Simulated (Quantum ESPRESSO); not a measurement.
# GaSi3O7F: finding a planted mistake in a log

A calculation, not a measurement. The program is pw.x of Quantum ESPRESSO 7.5 (plane-wave density functional theory). The cell is made up: 12 atoms on a rutile lattice, with randomly drawn elements, strain and displacements, not relaxed. PseudoDojo standard norm-conserving files (v0.5 for PBE, v0.4.1 for LDA and PBEsol) set the functional; there is no spin polarisation, spin-orbit coupling or dispersion term, and the masses in the input are unused placeholders.

Intended input:

```
&control calculation='scf', pseudo_dir='./dojo.nc.sr.pbe.v0_5.standard.upf', outdir='./o', disk_io='low', tprnfor=.true., tstress=.true. /
&system ibrav=0, nat=12, ntyp=4, nbnd=43, ecutwfc=84.00895049, nosym=.true., tot_charge=0,
 occupations='smearing', smearing='fd', degauss=0.0018374661
/
&electrons conv_thr=7.350e-09, electron_maxstep=60, /
ATOMIC_SPECIES
F 1.0 F.upf
Ga 1.0 Ga.upf
O 1.0 O.upf
Si 1.0 Si.upf
CELL_PARAMETERS angstrom
4.2441 0.0242 -0.0132
0.0242 4.2425 0.0082
-0.0168 0.0104 5.5682
ATOMIC_POSITIONS angstrom
Ga -0.1608 0.0325 0.0664
Si 1.9732 2.0589 1.4317
Si -0.0806 0.1378 2.7496
Si 2.0008 2.0585 4.2394
O 1.3743 1.3078 -0.0487
O 2.9252 2.9596 -0.1296
O 3.3017 0.7443 1.4306
O 0.7507 3.3797 1.3132
O 1.3025 1.284 2.7916
O 2.9611 2.9686 2.7986
F 3.435 0.7904 4.1413
O 0.8303 3.3919 4.1223
K_POINTS automatic
5 5 4 1 1 1
```

The log is shortened where brackets say so; the opening notice, blank lines, dates and the lines on written files are dropped, and the path of the files is cut. It prints rydbergs, bohrs and kilobars, and counts compression as positive stress. Where no state is partly filled, the Fermi energy that it prints is only some level between the filled and the empty states on the mesh, and need not lie in the true gap.

Log of the intended run:

```
     Program PWSCF v.7.5
     Parallel version (MPI & OpenMP), running on       4 processor cores
     Number of MPI processes:                 4
     Threads/MPI process:                     1
     [start-up lines left out]
     bravais-lattice index     =            0
     lattice parameter (alat)  =       8.0204  a.u.
     unit-cell volume          =     676.5487 (a.u.)^3
     number of atoms/cell      =           12
     number of atomic types    =            4
     number of electrons       =        74.00
     number of Kohn-Sham states=           43
     kinetic-energy cutoff     =      84.0090  Ry
     charge density cutoff     =     336.0358  Ry
     scf convergence threshold =      7.3E-09
     mixing beta               =       0.7000
     number of iterations used =            8  plain     mixing
     Exchange-correlation= PBE
                           (   1   4   3   4   0   0   0)
     [axes and pseudopotential details left out]
   Cartesian axes
     site n.     atom                  positions (alat units)
         1        Ga     tau(   1) = (  -0.0378871   0.0076575   0.0156449  )
         2        Si     tau(   2) = (   0.4649180   0.4851103   0.3373318  )
         3        Si     tau(   3) = (  -0.0189907   0.0324679   0.6478504  )
         4        Si     tau(   4) = (   0.4714210   0.4850160   0.9988715  )
         5        O      tau(   5) = (   0.3238074   0.3081389  -0.0114745  )
         6        O      tau(   6) = (   0.6892246   0.6973298  -0.0305359  )
         7        O      tau(   7) = (   0.7779342   0.1753692   0.3370726  )
         8        O      tau(   8) = (   0.1768771   0.7963122   0.3094113  )
         9        O      tau(   9) = (   0.3068902   0.3025313   0.6577463  )
        10        O      tau(  10) = (   0.6976833   0.6994504   0.6593956  )
        11        F      tau(  11) = (   0.8093418   0.1862311   0.9757576  )
        12        O      tau(  12) = (   0.1956322   0.7991867   0.9712808  )
     number of k points=    50  Fermi-Dirac smearing, width (Ry)=  0.0018
                       cart. coord. in units 2pi/alat
        k(    1) = (   0.0997327   0.0992866   0.0953929), wk =   0.0400000
        k(    2) = (   0.1003275   0.0989148   0.2859502), wk =   0.0400000
     [further k points left out]
     Dense  grid:    70437 G-vectors     FFT dimensions: (  48,  48,  64)
     Estimated max dynamical RAM per process >     179.72 MB
     Estimated total dynamical RAM >     667.30 MB
     Initial potential from superposition of free atoms
     starting charge      73.9955, renormalised to      74.0000
     Starting wfcs are   53 randomized atomic wfcs
     total cpu time spent up to now is        4.9 secs
     per-process dynamical memory:   141.0 Mb
     Self-consistent Calculation
     iteration #  1     ecut=    84.01 Ry     beta= 0.70
     Davidson diagonalization with overlap
     ethr =  1.00E-02,  avg # of iterations =  2.9
     total cpu time spent up to now is       14.0 secs
     total energy              =    -458.62156391 Ry
     estimated scf accuracy    <       2.59563915 Ry
     iteration #  2     ecut=    84.01 Ry     beta= 0.70
     Davidson diagonalization with overlap
     ethr =  3.51E-03,  avg # of iterations =  2.1
     total cpu time spent up to now is       22.4 secs
     total energy              =    -459.38895481 Ry
     estimated scf accuracy    <       1.65709047 Ry
     [iterations 3 to 10 left out]
     iteration # 11     ecut=    84.01 Ry     beta= 0.70
     Davidson diagonalization with overlap
     ethr =  4.49E-11,  avg # of iterations =  2.0
     total cpu time spent up to now is      111.1 secs
     total energy              =    -459.69911916 Ry
     estimated scf accuracy    <       0.00000001 Ry
     iteration # 12     ecut=    84.01 Ry     beta= 0.70
     Davidson diagonalization with overlap
     ethr =  1.44E-11,  avg # of iterations =  2.0
     total cpu time spent up to now is      118.5 secs
     End of self-consistent calculation
     [lines on levels left out]
     the Fermi energy is    13.0603 ev
!    total energy              =    -459.69911916 Ry
     estimated scf accuracy    <          1.7E-09 Ry
     smearing contrib. (-TS)   =       0.00000000 Ry
     internal energy E=F+TS    =    -459.69911916 Ry
     The total energy is F=E-TS. E is the sum of the following terms:
     one-electron contribution =    -123.81924163 Ry
     hartree contribution      =     123.08056716 Ry
     xc contribution           =    -122.64910341 Ry
     ewald contribution        =    -336.31134128 Ry
     convergence has been achieved in  12 iterations
     Forces acting on atoms (cartesian axes, Ry/au):
     atom    1 type  2   force =     0.14953244   -0.12385491   -0.05269851
     atom    2 type  4   force =     0.08478966    0.15815318   -0.06095272
     atom    3 type  4   force =     0.11851156   -0.27549947   -0.04244224
     atom    4 type  4   force =    -0.00150595    0.29220151   -0.07143315
     atom    5 type  3   force =    -0.05085167   -0.06449302    0.06387189
     atom    6 type  3   force =    -0.08635662   -0.13744811    0.02712507
     atom    7 type  3   force =    -0.09596025    0.16955882    0.12699429
     atom    8 type  3   force =     0.10152099   -0.06702321    0.16573470
     atom    9 type  3   force =    -0.05661899   -0.04191314    0.03194914
     atom   10 type  3   force =    -0.04490246   -0.06309740   -0.00620413
     atom   11 type  1   force =    -0.09340747    0.12044506   -0.11771388
     atom   12 type  3   force =    -0.02475124    0.03297069   -0.06423046
     Total force =     0.669196     Total SCF correction =     0.000037
     Computing stress (Cartesian axis) and pressure
          total   stress  (Ry/bohr**3)                   (kbar)     P=      168.36
   0.00123918  -0.00018819  -0.00018823          182.29      -27.68      -27.69
  -0.00018819   0.00066083  -0.00027223          -27.68       97.21      -40.05
  -0.00018823  -0.00027223   0.00153336          -27.69      -40.05      225.56
     init_run     :      4.50s CPU      4.74s WALL (       1 calls)
     electrons    :    113.09s CPU    113.66s WALL (       1 calls)
     forces       :      1.42s CPU      1.44s WALL (       1 calls)
     stress       :      5.01s CPU      5.03s WALL (       1 calls)
     [timing details left out]
     PWSCF        :   2m 4.26s CPU   2m 5.15s WALL
     JOB DONE.
```

A second run was made from an input with one planted mistake. Its log:

```
     Program PWSCF v.7.5
     Parallel version (MPI & OpenMP), running on       4 processor cores
     Number of MPI processes:                 4
     Threads/MPI process:                     1
     [start-up lines left out]
     bravais-lattice index     =            0
     lattice parameter (alat)  =       8.0204  a.u.
     unit-cell volume          =     676.5487 (a.u.)^3
     number of atoms/cell      =           12
     number of atomic types    =            4
     number of electrons       =        75.00
     number of Kohn-Sham states=           44
     kinetic-energy cutoff     =      84.0090  Ry
     charge density cutoff     =     336.0358  Ry
     scf convergence threshold =      7.3E-09
     mixing beta               =       0.7000
     number of iterations used =            8  plain     mixing
     Exchange-correlation= PBE
                           (   1   4   3   4   0   0   0)
     [axes and pseudopotential details left out]
   Cartesian axes
     site n.     atom                  positions (alat units)
         1        Ga     tau(   1) = (  -0.0378871   0.0076575   0.0156449  )
         2        Si     tau(   2) = (   0.4649180   0.4851103   0.3373318  )
         3        Si     tau(   3) = (  -0.0189907   0.0324679   0.6478504  )
         4        Si     tau(   4) = (   0.4714210   0.4850160   0.9988715  )
         5        O      tau(   5) = (   0.3238074   0.3081389  -0.0114745  )
         6        O      tau(   6) = (   0.6892246   0.6973298  -0.0305359  )
         7        O      tau(   7) = (   0.7779342   0.1753692   0.3370726  )
         8        O      tau(   8) = (   0.1768771   0.7963122   0.3094113  )
         9        O      tau(   9) = (   0.3068902   0.3025313   0.6577463  )
        10        O      tau(  10) = (   0.6976833   0.6994504   0.6593956  )
        11        F      tau(  11) = (   0.8093418   0.1862311   0.9757576  )
        12        O      tau(  12) = (   0.1956322   0.7991867   0.9712808  )
     number of k points=    50  Fermi-Dirac smearing, width (Ry)=  0.0018
                       cart. coord. in units 2pi/alat
        k(    1) = (   0.0997327   0.0992866   0.0953929), wk =   0.0400000
        k(    2) = (   0.1003275   0.0989148   0.2859502), wk =   0.0400000
     [further k points left out]
     Dense  grid:    70437 G-vectors     FFT dimensions: (  48,  48,  64)
     Estimated max dynamical RAM per process >     182.16 MB
     Estimated total dynamical RAM >     677.04 MB
     Initial potential from superposition of free atoms
     starting charge      73.9955, renormalised to      75.0000
     Starting wfcs are   53 randomized atomic wfcs
     total cpu time spent up to now is        6.4 secs
     per-process dynamical memory:   147.9 Mb
     Self-consistent Calculation
     iteration #  1     ecut=    84.01 Ry     beta= 0.70
     Davidson diagonalization with overlap
     ethr =  1.00E-02,  avg # of iterations =  3.1
     total cpu time spent up to now is       15.3 secs
     total energy              =    -457.63845305 Ry
     estimated scf accuracy    <       2.14647160 Ry
     iteration #  2     ecut=    84.01 Ry     beta= 0.70
     Davidson diagonalization with overlap
     ethr =  2.86E-03,  avg # of iterations =  2.9
     total cpu time spent up to now is       22.4 secs
     total energy              =    -458.26946412 Ry
     estimated scf accuracy    <       1.53965716 Ry
     [iterations 3 to 10 left out]
     iteration # 11     ecut=    84.01 Ry     beta= 0.70
     Davidson diagonalization with overlap
     ethr =  3.40E-10,  avg # of iterations =  2.0
     total cpu time spent up to now is       86.6 secs
     total energy              =    -458.56617552 Ry
     estimated scf accuracy    <       0.00000001 Ry
     iteration # 12     ecut=    84.01 Ry     beta= 0.70
     Davidson diagonalization with overlap
     ethr =  1.66E-11,  avg # of iterations =  3.9
     total cpu time spent up to now is       94.0 secs
     End of self-consistent calculation
     [lines on levels left out]
     the Fermi energy is    16.0958 ev
!    total energy              =    -458.56617553 Ry
     estimated scf accuracy    <          5.2E-09 Ry
     smearing contrib. (-TS)   =      -0.00056288 Ry
     internal energy E=F+TS    =    -458.56561264 Ry
     The total energy is F=E-TS. E is the sum of the following terms:
     one-electron contribution =    -122.02495017 Ry
     hartree contribution      =     123.45506140 Ry
     xc contribution           =    -123.68438260 Ry
     ewald contribution        =    -336.31134128 Ry
     convergence has been achieved in  12 iterations
     Forces acting on atoms (cartesian axes, Ry/au):
     atom    1 type  2   force =     0.13971560   -0.10506728   -0.05162995
     atom    2 type  4   force =     0.07476109    0.13658949   -0.04566689
     atom    3 type  4   force =     0.10607574   -0.24882280   -0.05478087
     atom    4 type  4   force =    -0.00661478    0.27263874   -0.05794571
     atom    5 type  3   force =    -0.06294148   -0.06367676    0.06732627
     atom    6 type  3   force =    -0.07861845   -0.11477313    0.02713926
     atom    7 type  3   force =    -0.09908269    0.15427767    0.09968612
     atom    8 type  3   force =     0.09564575   -0.06077170    0.15393937
     atom    9 type  3   force =    -0.05983854   -0.03935519    0.00914901
     atom   10 type  3   force =    -0.03347332   -0.03903143   -0.01371243
     atom   11 type  1   force =    -0.06930668    0.09855034   -0.08365275
     atom   12 type  3   force =    -0.00632223    0.00944204   -0.04985143
     Total force =     0.598634     Total SCF correction =     0.000148
     Computing stress (Cartesian axis) and pressure
          total   stress  (Ry/bohr**3)                   (kbar)     P=      621.27
   0.00414971  -0.00032326  -0.00015487          610.44      -47.55      -22.78
  -0.00032326   0.00358495  -0.00022670          -47.55      527.36      -33.35
  -0.00015487  -0.00022670   0.00493523          -22.78      -33.35      726.00
     init_run     :      5.87s CPU      6.16s WALL (       1 calls)
     electrons    :     87.17s CPU     87.65s WALL (       1 calls)
     forces       :      1.41s CPU      1.44s WALL (       1 calls)
     stress       :      4.69s CPU      4.69s WALL (       1 calls)
     [timing details left out]
     PWSCF        :   1m39.39s CPU   1m40.27s WALL
     JOB DONE.
```

Question: what was wrong in the second input?

Answer: the cell has the wrong charge. The input lines that differ, file-writing options aside:

```
- &system ibrav=0, nat=12, ntyp=4, nbnd=43, ecutwfc=84.00895049, nosym=.true., tot_charge=0,
+ &system ibrav=0, nat=12, ntyp=4, nbnd=44, ecutwfc=84.00895049, nosym=.true., tot_charge=-1,
```

|  | intended run | run with the mistake |
| --- | --- | --- |
| free energy (eV) | -6254.525 | -6239.111 |
| smearing term -TS (eV) | 0.0000 | -0.0077 |
| pressure (GPa) | 16.84 | 62.13 |
| largest force component (eV/Å) | 7.513 | 7.010 |
| largest change of a force component (eV/Å) |  | 0.876 |
| iterations | 12 | 12 |

For scale, a rerun of the intended cell at 1437 eV and a 7 x 7 x 6 mesh moved values by no more than 0.004 eV in energy, 0.04 GPa in stress and 0.003 eV/Å in force. The charged cell sits in a uniform background, so its energy and stress rest on the program's zero of potential. The number of bands, nbnd, was set by rule from the electron count and the smearing, so it follows the mistake.